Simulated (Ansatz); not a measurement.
Here is the system:

Relaxed KTaO$_{3}$ (cubic perovskite):

```yaml
crystal:
  lattice:
    - [4.02442, 0.00000, 0.00000]
    - [0.00000, 4.02442, 0.00000]
    - [0.00000, 0.00000, 4.02442]
  atoms:
    - { symbol: K, position: [0.00000, 0.00000, 0.00000] }
    - { symbol: Ta, position: [0.50000, 0.50000, 0.50000] }
    - { symbol: O, position: [0.00000, 0.50000, 0.50000] }
    - { symbol: O, position: [0.50000, 0.50000, 0.00000] }
    - { symbol: O, position: [0.50000, 0.00000, 0.50000] }
```

In each cell atom 1 (K, nearest neighbour O at 2.846 Å; its periodic images, 4.0 Å or more away, move with it) moves by s·(-0.707, -0.707, 0.000) (towards the nearest neighbour), the rest being held.

Level of theory: PBE (plane waves to 420 eV, PAW, scalar-relativistic; Ansatz, a program for electronic structure). k mesh 7×7×7 (Γ-centred), Fermi-Dirac smearing 0.05 eV. E stands for the smeared free energy. KTaO3 is run without spin polarisation. KTaO3 was relaxed with its symmetry unable to fall. Spin-orbit coupling is left out, though Ta is heavy. The zero of ΔE is the undisplaced structure.

The scan covers s from -0.280 to 0.280 Å in 11 points.

Question: Is this a single well or a double well?

Answer: A single well with its minimum at or next to zero displacement.

Question: Is the energy the same for equal positive and negative displacements?

Answer: Even: the same for both signs. With its periodic images moving along, the atom's site symmetry in this cell is m-3m.

Question: What is the force constant k = d²E/ds² of this move at s = 0?

Answer: 3.76 eV/Å².

(A displaced cell: forces are minus the slopes of the energy, force constants its curvatures, and phonons follow from these.)
